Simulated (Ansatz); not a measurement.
## Fields on a plane of WS2 (2H-MoS2 type, space group P6_3/mmc)

```yaml
crystal:
  lattice:
    - [3.15429, 0.00000, 0.00000]
    - [-1.57715, 2.73170, 0.00000]
    - [0.00000, 0.00000, 12.14086]
  atoms:
    - { symbol: W, position: [0.33333, 0.66667, 0.25000] }
    - { symbol: W, position: [0.66667, 0.33333, 0.75000] }
    - { symbol: S, position: [0.33333, 0.66667, 0.62030] }
    - { symbol: S, position: [0.66667, 0.33333, 0.12030] }
    - { symbol: S, position: [0.66667, 0.33333, 0.37970] }
    - { symbol: S, position: [0.33333, 0.66667, 0.87970] }
```

The slice is a (1 -1 0 0) plane (indices of the conventional cell) through the point (0.667, 0.333, 0.750) (fractional), spanned by u = [110] and v = [001] in vectors of this cell: u (3.15 Å) and v (12.14 Å, at 90° to u). It covers one period; positions are fractions (u, v).

Atoms on it: W at (0.00, 0.00); S at (0.00, 0.37); S at (0.00, 0.63). Other atoms lie within 1 Å of the plane.

Computed with PBE-D3(BJ) (plane waves to 420 eV, PAW, scalar-relativistic; Ansatz, a quantum-chemistry and plane-wave program). k mesh 12×12×3. Near the nuclei the fields are pseudised (PAW); where an atom keeps semicore shells as valence, they peak there. Spin-orbit coupling is left out, though W is heavy. The PAW data are Ansatz's earlier set. WS2 is run without spin polarisation. WS2 was relaxed with its symmetry unable to fall.

```
|9988664444446688|
|5555444455444455|
|3333445555554433|
|1111334444443311|
|0000112222221100|
|1111000000000011|
|5544331100113344|
|6666553311335566|
|1166664422446666|
|6666554433445566|
|5544444455444444|
|3333445566554433|
|5544444455444444|
|6666554433445566|
|1166664422446666|
|6666553311335566|
|5544331100113344|
|1111000000000011|
|0000112222221100|
|1111334444443311|
|3333445555554433|
|5555444455444455|
|9988664444446688|
|9999774433447799|
```
Scale: ten equal steps from -1.40 (start of '0') to 0.75 (end of '9'), in the order '0123456789'. Values: log₁₀ of the valence density in e/Å³. The map has 8 points along u (two characters each, u = 0 at the left) and 24 along v (v = 0 in the bottom row). The scale is logarithmic, as a density can span decades between atoms and voids.

```
|xxxxxx004400xxxx|
|0000001111110000|
|666644xxxxxx4466|
|9988662200226688|
|9999998877889999|
|9999999999999999|
|xx11669999996611|
|xxxxxx668866xxxx|
|xxxxxx447744xxxx|
|xxxxxx222222xxxx|
|0011000000000011|
|553300xxxxxx0033|
|0011000000000011|
|xxxxxx222222xxxx|
|xxxxxx447744xxxx|
|xxxxxx668866xxxx|
|xx11669999996611|
|9999999999999999|
|9999998877889999|
|9988662200226688|
|666644xxxxxx4466|
|0000001111110000|
|xxxxxx004400xxxx|
|xxxxxx004400xxxx|
```
Scale: ten equal steps from 2.00 (start of '0') to 10.59 (end of '9'), in the order '0123456789'. Values: electrostatic potential energy of an electron, from the cell's mean, in eV. The map has 8 points along u (two characters each, u = 0 at the left) and 24 along v (v = 0 in the bottom row). Points within 1 Å of a nucleus are blanked (x), as the pseudised field means little there. Values under 2 eV are set to 2. The zero, the cell's mean, hangs on the PAW cores.
